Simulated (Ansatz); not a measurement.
A relaxation of cell and atoms of LaB₂N₃ in the borrowed CaSm2S3 type (No. 164) with the plane-wave code Ansatz, at the level PBEsol. It starts from a supercell of the PBEsol minimum, slightly strained and with each coordinate displaced at random by about 0.03 Å.

```yaml
crystal:
  lattice:
    - [2.7795127866, 0.0104323363, 0.0189491515]
    - [-1.380721725, 2.3691465314, 0.0115939653]
    - [0.0559564587, 0.0718396627, 8.07881701]
  atoms:
    - { symbol: La, position: [-0.0157919773, -0.0088484974, -0.0038954627] }
    - { symbol: B, position: [0.348813248, 0.6774060019, 0.6702143888] }
    - { symbol: B, position: [0.6799747569, 0.3356637953, 0.3240489172] }
    - { symbol: "N", position: [0.3381101827, 0.6769022885, 0.2580619738] }
    - { symbol: "N", position: [0.6673142103, 0.3395582591, 0.7412017085] }
    - { symbol: "N", position: [0.0038823008, -0.0111077348, 0.5014002504] }
kpoints:
  mp_grid: { grid: [9, 9, 2] }
hamiltonian:
  xc: pbesol
scf:
  occupations: { method: fermi_dirac, width: 0.05 }
relax:
  f_tol: 0.01
  cell: {}
  max_steps: 120
output:
  write_density: true
  write_potential: true
  elf: true
  volumetric_format: npy
```

The trajectory has 20 recorded frames, each with positions in Å and forces in eV/Å. The last, and any step after a large change of cell, is solved on a basis re-selected at its cell; pressure is positive in compression.

Step 1: energy 0.0 meV/atom from step 1, largest force component 0.333 eV/Å, pressure -6.11 GPa
```xyz
6
Lattice="2.7795 0.0104 0.0189 -1.3807 2.3691 0.0116 0.0560 0.0718 8.0788" Properties=species:S:1:pos:R:3:forces:R:3 pbc="T T T"
La   -0.0319   -0.0214   -0.0319    0.1085    0.1376    0.1204
B     0.0717    1.6567    5.4290   -0.0869    0.3333   -0.1530
B     1.4447    0.8256    2.6347   -0.3314    0.1482    0.1251
N     0.0196    1.6257    2.0991    0.2756   -0.1745   -0.1815
N     1.4274    0.8647    6.0046    0.1551   -0.1488    0.0228
N     0.0542    0.0097    4.0507   -0.1209   -0.2959    0.0662
```

Step 2 (rejected): energy +0.8 meV/atom from step 1, largest force component 0.546 eV/Å, pressure +1.98 GPa
```xyz
6
Lattice="2.6937 -0.0215 -0.0221 -1.3654 2.3866 -0.0139 -0.0654 -0.0849 8.0713" Properties=species:S:1:pos:R:3:forces:R:3 pbc="T T T"
La    0.0181    0.0519   -0.0037   -0.1121   -0.2180   -0.3864
B    -0.0166    1.5806    5.3879   -0.2009    0.2303    0.2232
B     1.3177    0.7129    2.5905   -0.0763    0.4678    0.0457
N    -0.0566    1.5374    2.0252    0.2543   -0.0194    0.5462
N     1.3033    0.7592    5.9898    0.2695    0.0461   -0.4221
N    -0.0250   -0.1010    4.0434   -0.1345   -0.5069   -0.0064
```

Step 3: energy -13.9 meV/atom from step 1, largest force component 0.522 eV/Å, pressure -1.16 GPa
```xyz
6
Lattice="2.7323 -0.0033 0.0012 -1.3689 2.3692 0.0036 0.0034 0.0143 8.0723" Properties=species:S:1:pos:R:3:forces:R:3 pbc="T T T"
La   -0.0019    0.0125   -0.0234   -0.0054    0.0045    0.0370
B     0.0324    1.6305    5.4059   -0.0742    0.3621    0.0137
B     1.3804    0.7817    2.6243   -0.1743    0.3548   -0.0394
N    -0.0120    1.5873    2.0728    0.2445   -0.1474    0.0817
N     1.3721    0.8259    5.9917    0.1883   -0.0522   -0.1250
N     0.0120   -0.0477    4.0468   -0.1788   -0.5218    0.0321
```

Step 4: energy -36.2 meV/atom from step 1, largest force component 1.469 eV/Å, pressure +1.70 GPa
```xyz
6
Lattice="2.7119 -0.0062 0.0006 -1.3613 2.3718 -0.0032 0.0013 -0.0098 8.0388" Properties=species:S:1:pos:R:3:forces:R:3 pbc="T T T"
La    0.0171    0.0362   -0.0183   -0.0436   -0.0714   -0.0362
B     0.0408    1.6413    5.3734    0.2803    0.6747   -0.1422
B     1.3538    0.7949    2.6142    0.0649    0.9247    0.1228
N    -0.0119    1.5882    2.0578    0.1001   -0.0489    0.1085
N     1.3789    0.8199    5.9631    0.1245   -0.0100   -0.1153
N    -0.0268   -0.1513    4.0295   -0.5261   -1.4690    0.0633
```

Step 5: energy -114.8 meV/atom from step 1, largest force component 2.808 eV/Å, pressure +3.95 GPa
```xyz
6
Lattice="2.6995 -0.0117 0.0062 -1.3596 2.3810 -0.0321 0.0180 -0.0980 7.9912" Properties=species:S:1:pos:R:3:forces:R:3 pbc="T T T"
La    0.0390    0.0705   -0.0145   -0.0935   -0.1599   -0.1189
B     0.0829    1.5890    5.3015    0.7742    0.9160   -0.3441
B     1.3267    0.8288    2.6122    0.1924    1.8420    0.4552
N    -0.0239    1.6136    2.0268    0.0208    0.1638    0.2514
N     1.4165    0.7505    5.9167    0.1307    0.0465   -0.1514
N    -0.0695   -0.3354    4.0117   -1.0245   -2.8085   -0.0922
```

Step 6: energy -285.6 meV/atom from step 1, largest force component 2.950 eV/Å, pressure +5.95 GPa
```xyz
6
Lattice="2.7043 -0.0211 0.0261 -1.3697 2.4066 -0.0858 0.0767 -0.2461 7.9167" Properties=species:S:1:pos:R:3:forces:R:3 pbc="T T T"
La    0.0626    0.1144   -0.0121   -0.1095   -0.1788   -0.2809
B     0.1762    1.4849    5.1942    1.1040    0.8042   -0.4876
B     1.3041    0.8789    2.6040    0.2677    1.9047    0.3701
N    -0.0408    1.6756    1.9749   -0.0215    0.3324    0.4513
N     1.5141    0.6256    5.8519    0.2459    0.0879   -0.1641
N    -0.1088   -0.5990    3.9880   -1.4867   -2.9505    0.1115
```

Step 7: energy -395.0 meV/atom from step 1, largest force component 2.215 eV/Å, pressure +5.94 GPa
```xyz
6
Lattice="2.7265 -0.0277 0.0480 -1.3861 2.4279 -0.1266 0.1411 -0.3471 7.8935" Properties=species:S:1:pos:R:3:forces:R:3 pbc="T T T"
La    0.0814    0.1457   -0.0176   -0.1332   -0.1731   -0.3120
B     0.2610    1.4025    5.1555    0.9857    0.5792   -0.3160
B     1.3011    0.9174    2.5869    0.3417    1.3034   -0.0293
N    -0.0488    1.7305    1.9428   -0.0566    0.3803    0.4168
N     1.6156    0.5337    5.8399    0.3915    0.1250   -0.1231
N    -0.1302   -0.7716    3.9981   -1.5291   -2.2146    0.3654
```

Step 8: energy -513.7 meV/atom from step 1, largest force component 1.629 eV/Å, pressure +5.15 GPa
```xyz
6
Lattice="2.7852 -0.0247 0.1038 -1.4121 2.4379 -0.1750 0.3048 -0.4175 7.9143" Properties=species:S:1:pos:R:3:forces:R:3 pbc="T T T"
La    0.0891    0.1616   -0.0355   -0.0366   -0.0411   -0.0140
B     0.4485    1.3468    5.1581   -0.1130    0.2602    1.4247
B     1.3599    0.9849    2.5898    0.1490    0.6411    0.0276
N    -0.0207    1.8049    1.9333   -0.1038    0.2785    0.1257
N     1.8410    0.4808    5.8838    0.5186    0.0925    0.0650
N    -0.1639   -0.9697    4.0434   -0.4141   -1.2312   -1.6293
```

Step 9: energy -608.9 meV/atom from step 1, largest force component 1.130 eV/Å, pressure +2.26 GPa
```xyz
6
Lattice="2.7864 -0.0137 0.1606 -1.4029 2.4244 -0.1940 0.4687 -0.3874 8.0861" Properties=species:S:1:pos:R:3:forces:R:3 pbc="T T T"
La    0.1193    0.1908   -0.0238   -0.0485   -0.0254    0.0433
B     0.7149    1.3476    5.3713    0.2378   -0.0295    0.8443
B     1.3085    1.0536    2.6254    0.0817    0.3976    0.2575
N    -0.0500    1.8619    1.9508   -0.0015    0.1108   -0.1532
N     2.1039    0.5236    6.0800    0.2568    0.1080    0.1374
N    -0.2132   -1.0982    4.0739   -0.5263   -0.5616   -1.1299
```

Step 10: energy -635.1 meV/atom from step 1, largest force component 0.957 eV/Å, pressure -2.94 GPa
```xyz
6
Lattice="2.7763 -0.0009 0.2304 -1.3864 2.4056 -0.2335 0.6697 -0.4067 8.3985" Properties=species:S:1:pos:R:3:forces:R:3 pbc="T T T"
La    0.1228    0.2042   -0.0125   -0.0005   -0.0006   -0.0008
B     1.0064    1.2799    5.5944    0.0049    0.0329    0.9568
B     1.2865    1.1239    2.7739    0.1026    0.0093   -0.8805
N    -0.0502    1.9044    2.0193   -0.0296   -0.0049    0.0976
N     2.3543    0.5012    6.3526    0.0167    0.0117   -0.1224
N    -0.2232   -1.1942    4.1898   -0.0941   -0.0484   -0.0506
```

Step 11: energy -648.1 meV/atom from step 1, largest force component 0.100 eV/Å, pressure -0.27 GPa
```xyz
6
Lattice="2.7798 0.0069 0.2271 -1.3815 2.4093 -0.2239 0.6616 -0.3777 8.2178" Properties=species:S:1:pos:R:3:forces:R:3 pbc="T T T"
La    0.1262    0.2062   -0.0117   -0.0090    0.0003    0.0034
B     1.0214    1.3020    5.5222    0.0203    0.0026    0.0897
B     1.2850    1.1481    2.6762   -0.0169   -0.0010   -0.1004
N    -0.0500    1.9192    1.9502   -0.0003    0.0020    0.0687
N     2.3579    0.5320    6.2472   -0.0081   -0.0114   -0.0515
N    -0.2470   -1.1924    4.0960    0.0140    0.0075   -0.0099
```

Step 12 (rejected): energy -648.1 meV/atom from step 1, largest force component 0.100 eV/Å, pressure -0.29 GPa
```xyz
6
Lattice="2.7802 0.0073 0.2270 -1.3814 2.4091 -0.2239 0.6615 -0.3777 8.2178" Properties=species:S:1:pos:R:3:forces:R:3 pbc="T T T"
La    0.1261    0.2061   -0.0116   -0.0093    0.0001    0.0026
B     1.0223    1.3024    5.5222    0.0132   -0.0007    0.0908
B     1.2848    1.1480    2.6762   -0.0135    0.0005   -0.1001
N    -0.0494    1.9193    1.9501   -0.0057   -0.0005    0.0692
N     2.3574    0.5317    6.2472    0.0019   -0.0068   -0.0533
N    -0.2472   -1.1924    4.0960    0.0134    0.0073   -0.0092
```

Step 13: energy -648.1 meV/atom from step 1, largest force component 0.086 eV/Å, pressure -0.27 GPa
```xyz
6
Lattice="2.7797 0.0069 0.2272 -1.3815 2.4093 -0.2240 0.6618 -0.3779 8.2178" Properties=species:S:1:pos:R:3:forces:R:3 pbc="T T T"
La    0.1261    0.2061   -0.0117   -0.0089    0.0003    0.0033
B     1.0216    1.3018    5.5226    0.0196    0.0022    0.0759
B     1.2849    1.1480    2.6758   -0.0162   -0.0009   -0.0863
N    -0.0499    1.9190    1.9504   -0.0014    0.0023    0.0600
N     2.3579    0.5317    6.2470   -0.0066   -0.0113   -0.0448
N    -0.2468   -1.1924    4.0959    0.0136    0.0074   -0.0080
```

Step 14: energy -648.3 meV/atom from step 1, largest force component 0.003 eV/Å, pressure +0.02 GPa
```xyz
6
Lattice="2.7770 0.0069 0.2290 -1.3802 2.4071 -0.2263 0.6670 -0.3829 8.2198" Properties=species:S:1:pos:R:3:forces:R:3 pbc="T T T"
La    0.1236    0.2056   -0.0116   -0.0003   -0.0002    0.0004
B     1.0302    1.2957    5.5259    0.0014   -0.0013    0.0002
B     1.2807    1.1466    2.6734   -0.0018    0.0001   -0.0010
N    -0.0515    1.9169    1.9514   -0.0006    0.0004    0.0029
N     2.3624    0.5253    6.2480    0.0011    0.0003   -0.0033
N    -0.2414   -1.1929    4.0970    0.0001    0.0007    0.0009
```

Step 15: energy -648.3 meV/atom from step 1, largest force component 0.001 eV/Å, pressure 0.00 GPa
```xyz
6
Lattice="2.7771 0.0071 0.2294 -1.3800 2.4073 -0.2268 0.6684 -0.3837 8.2199" Properties=species:S:1:pos:R:3:forces:R:3 pbc="T T T"
La    0.1235    0.2056   -0.0116    0.0000    0.0000    0.0000
B     1.0320    1.2950    5.5260    0.0002   -0.0001    0.0002
B     1.2805    1.1469    2.6734   -0.0002    0.0001   -0.0002
N    -0.0515    1.9172    1.9512    0.0000   -0.0001   -0.0009
N     2.3640    0.5247    6.2481    0.0000    0.0000    0.0010
N    -0.2408   -1.1934    4.0971    0.0000    0.0000   -0.0001
```

Step 16: energy -654.8 meV/atom from step 1, largest force component 0.009 eV/Å, pressure +0.82 GPa
```xyz
6
Lattice="2.7771 0.0071 0.2294 -1.3800 2.4073 -0.2268 0.6684 -0.3837 8.2199" Properties=species:S:1:pos:R:3:forces:R:3 pbc="T T T"
La    0.1235    0.2056   -0.0116    0.0000    0.0000    0.0000
B     1.0320    1.2950    5.5260   -0.0035    0.0021   -0.0062
B     1.2805    1.1469    2.6734    0.0034   -0.0020    0.0062
N    -0.0515    1.9172    1.9512   -0.0060    0.0036   -0.0085
N     2.3640    0.5247    6.2481    0.0060   -0.0036    0.0087
N    -0.2408   -1.1934    4.0971    0.0000    0.0000   -0.0001
```

Step 17: energy -655.0 meV/atom from step 1, largest force component 0.003 eV/Å, pressure 0.00 GPa
```xyz
6
Lattice="2.7803 0.0042 0.2385 -1.3840 2.4112 -0.2375 0.6947 -0.4048 8.2378" Properties=species:S:1:pos:R:3:forces:R:3 pbc="T T T"
La    0.1235    0.2058   -0.0117   -0.0001    0.0000    0.0000
B     1.0464    1.2815    5.5345    0.0033   -0.0017    0.0028
B     1.2915    1.1406    2.6809   -0.0025    0.0022   -0.0020
N    -0.0476    1.9150    1.9501   -0.0015    0.0008   -0.0012
N     2.3855    0.5072    6.2653    0.0014   -0.0009    0.0016
N    -0.2272   -1.2043    4.1067   -0.0007   -0.0004   -0.0013
```

Step 18: energy -655.0 meV/atom from step 1, largest force component 0.004 eV/Å, pressure -0.02 GPa
```xyz
6
Lattice="2.7804 0.0042 0.2382 -1.3840 2.4114 -0.2371 0.6936 -0.4042 8.2367" Properties=species:S:1:pos:R:3:forces:R:3 pbc="T T T"
La    0.1234    0.2058   -0.0117    0.0001    0.0000    0.0000
B     1.0471    1.2814    5.5342    0.0000   -0.0010   -0.0042
B     1.2898    1.1416    2.6801    0.0007    0.0018    0.0028
N    -0.0488    1.9159    1.9496    0.0008   -0.0017    0.0005
N     2.3858    0.5071    6.2647   -0.0006    0.0014   -0.0011
N    -0.2278   -1.2040    4.1061   -0.0010   -0.0006    0.0022
```

Step 19: energy -655.0 meV/atom from step 1, largest force component 0.000 eV/Å, pressure 0.00 GPa
```xyz
6
Lattice="2.7802 0.0044 0.2382 -1.3837 2.4114 -0.2372 0.6938 -0.4043 8.2368" Properties=species:S:1:pos:R:3:forces:R:3 pbc="T T T"
La    0.1234    0.2058   -0.0117    0.0001    0.0001    0.0000
B     1.0471    1.2812    5.5341    0.0003    0.0001    0.0001
B     1.2901    1.1419    2.6802   -0.0003    0.0000    0.0000
N    -0.0484    1.9159    1.9497   -0.0002   -0.0001    0.0001
N     2.3856    0.5073    6.2646    0.0000   -0.0002   -0.0001
N    -0.2279   -1.2043    4.1061    0.0001    0.0000    0.0000
```

Step 20: energy -655.1 meV/atom from step 1, largest force component 0.000 eV/Å, pressure 0.00 GPa
```xyz
6
Lattice="2.7802 0.0044 0.2382 -1.3837 2.4114 -0.2372 0.6938 -0.4043 8.2368" Properties=species:S:1:pos:R:3:forces:R:3 pbc="T T T"
La    0.1234    0.2058   -0.0117    0.0001    0.0001    0.0000
B     1.0471    1.2812    5.5341    0.0004    0.0001    0.0002
B     1.2901    1.1419    2.6802   -0.0004    0.0000   -0.0001
N    -0.0484    1.9159    1.9497    0.0000   -0.0002    0.0002
N     2.3856    0.5073    6.2646   -0.0002    0.0000   -0.0002
N    -0.2279   -1.2043    4.1061    0.0001    0.0000    0.0000
```

The walk took 18 steps, besides SCFs solved again on a fresh basis, and changed the volume by +2.7 %. The last SCF, on a fresh basis, lies 655 meV an atom below the first. Final cell: the symmetry is R-3m (No. 166, trigonal); a = 2.790 Å, c = 24.353 Å in the conventional setting, 9.12 Å³ an atom. La has 6 N at 2.61 Å; B has 4 N at 1.43–1.71 Å; N has 3 B at 1.71 Å and 3 La at 2.61 Å; N has 2 B at 1.43 Å.

Command: `ansatz run input.yaml --threads 2 --pin off --max-ram 2211MiB --backend cpu --events-out ev --progress --plain --runs-dir out`. Wall time 2.2 min on 2 threads of Arm Neoverse V1, on a shared host, load about 0.5 per core; peak host memory 0.44 GiB.

Spin-unpolarised throughout. Whether this structure exists isn't addressed.
